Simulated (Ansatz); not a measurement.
Starting cell, SiC (wurtzite):

```
CELL_PARAMETERS angstrom
      3.07590     0.00000     0.00000
     -1.53795     2.66381     0.00000
      0.00000     0.00000     5.04769
ATOMIC_POSITIONS crystal
  Si 0.66667 0.33333 0.00051
  Si 0.33333 0.66667 0.50051
  C  0.66667 0.33333 0.62469
  C  0.33333 0.66667 0.12469
```

Scan: atom 1 (Si, nearest neighbour C at 1.883 Å; its periodic images, 3.1 Å or more away, move with it) is displaced along Cartesian z, direction (0.000, 0.000, 1.000) in Cartesian axes, by s. The other atoms stay.

These are PBEsol (plane waves to 420 eV, PAW, scalar-relativistic; Ansatz, a quantum-chemistry and plane-wave program) values and carry that method's errors. k mesh 10×10×5 (Γ-centred), Fermi-Dirac smearing 0.05 eV. Energies are smeared free energies. As the smearing reaches across the gap at some points, energies and forces of such displacements shift with the k mesh and the smearing. SiC was relaxed with its symmetry unable to fall. ΔE is measured from the undisplaced structure.

Successive frames, forces in eV/Å:

| frame | ΔE (meV/cell) | F on Si1 | F on Si2 | F on C3 | F on C4 |
|---|---|---|---|---|---|
| s = -0.304 Å | 1743 | (0.000, 0.000, 13.535) | (0.000, 0.000, -2.834) | (0.000, 0.000, -7.721) | (0.000, 0.000, -2.979) |
| s = -0.228 Å | 898 | (0.000, 0.000, 8.890) | (0.000, 0.000, -2.114) | (0.000, 0.000, -4.521) | (0.000, 0.000, -2.255) |
| s = -0.152 Å | 367 | (0.000, 0.000, 5.225) | (0.000, 0.000, -1.400) | (0.000, 0.000, -2.336) | (0.000, 0.000, -1.488) |

Problem. What are the energy and the forces in the next frame, s = -0.076 Å?

Solution. ΔE (meV/cell) = 84.

| atom | Fx | Fy | Fz |
|---|---|---|---|
| Si1 | 0.000 | 0.000 | 2.313 |
| Si2 | 0.000 | 0.000 | -0.695 |
| C3 | 0.000 | 0.000 | -0.895 |
| C4 | 0.000 | 0.000 | -0.722 |

(For displaced atoms, the force is minus the slope of the energy, and its curvature is a force constant, which sets phonon frequencies.)
